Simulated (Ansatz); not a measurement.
## Hf4Cl: from a guess to a relaxed structure

These are results of Ansatz 0.2.0, DFT PBE, scalar-relativistic, plane waves, PAW, not measurements. Cutoff 420 eV, Gaussian smearing, Γ-centred meshes. Cell and atoms relax first on a coarse mesh and then on a finer one. In between, the cell is made exact in the group found at 0.06 Å. In metals the finer mesh still leaves noise of several meV/atom or more. The steps can't lower the symmetry of their start. No spin polarisation.

The cell of Hf4Cl is invented: random cell by space group and Wyckoff sites (Fm-3m, No. 225). The dimensions are guesses.

```
CELL_PARAMETERS angstrom
0.00000 4.10093 4.10093
4.10093 0.00000 4.10093
4.10093 4.10093 0.00000
ATOMIC_POSITIONS crystal
Hf 0.74279 0.25721 0.25721
Hf 0.25721 0.74279 0.74279
Hf 0.25721 0.74279 0.25721
Hf 0.74279 0.25721 0.74279
Hf 0.25721 0.25721 0.74279
Hf 0.74279 0.74279 0.25721
Hf 0.25000 0.25000 0.25000
Hf 0.75000 0.75000 0.75000
Cl 0.50000 0.50000 0.50000
Cl 0.00000 0.00000 0.00000
```

Formation energies are uncorrected and refer to the elements' standard structures at the same level (Cl₂ as a molecule).

Question: Which structure results?

Answer: The symmetry goes from Fm-3m (No. 225) to Pm-3m (No. 221), and the primitive cell from 10 to 5 atoms. The volume per atom grows by 56.7 %, from 13.8 to 21.6 Å³. The shortest distance goes from 1.99 Å (Hf–Cl) to 2.38 Å (Hf–Cl). The energy falls by about 2.4 eV/atom (the start's value is from the coarse mesh). The end is written in a standard setting, so origin, axes and order of atoms can differ from the start's. Conventional cell: a = 4.764 Å. Hf on a site of symmetry 4/mmm has 2 Cl at 2.38 Å and 12 Hf at 3.37 Å; Hf on a site of symmetry m-3m has 12 Hf at 3.37 Å; around Cl lie 6 Hf at 2.38 Å.

```
Hf Cl
1.0
     4.76360    0.00000    0.00000
     0.00000    4.76360    0.00000
     0.00000    0.00000    4.76360
Hf Cl
4 1
Cartesian
  2.3818 0.0000 0.0000
  0.0000 2.3818 0.0000
  0.0000 0.0000 2.3818
  2.3818 2.3818 2.3818
  0.0000 0.0000 0.0000
```

Question: Give its energy and gap.

Answer:

- Formation energy: +0.03 eV/atom
- Gap on the 8×8×8 mesh of the 5-atom cell: 0 eV (a metal)

The formation energy is too near zero to say whether this cell lies below the elements.

The last run used Gaussian smearing of 0.10 eV. For metals, differences of a few meV/atom aren't resolved. Spin–orbit coupling, which can matter for Hf, is left out. Symmetry constrained the relaxation, so the result can be a saddle point.
